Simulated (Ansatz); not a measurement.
# VGe₃: checking a database structure before trusting its electric field gradients

The cell is a structure deposited in the COD, taken as it stands.

Space group Pm-3n (No. 223); a = 4.7680 Å.

```
site  Wyckoff  site symmetry       x       y       z
   V       2a           m-3.  0.0000  0.0000  0.0000
  Ge       6c          -4m.2  0.2500  0.0000  0.5000
```

One atom of each set is listed.

The numbers come from a DFT calculation in Ansatz (PBE, plane waves and PAW, scalar-relativistic, collinear spin, 420 eV cutoff, Γ-centred 7×7×7 k-points, Fermi–Dirac smearing 0.05 eV). Start moments as typed (μB): 1.5 on each V, none on the rest.

**Question.** Do the atoms and the cell lie near the calculated equilibrium?

**Answer.** No. The forces vanish, and the pressure is 28.7 GPa. Such values can come from a cell under pressure, imprecise or misplaced coordinates, missing atoms or a wrong setting of the space group; the run alone doesn't tell which, and gradients calculated on this entry can't be taken for those of the compound at ambient conditions.
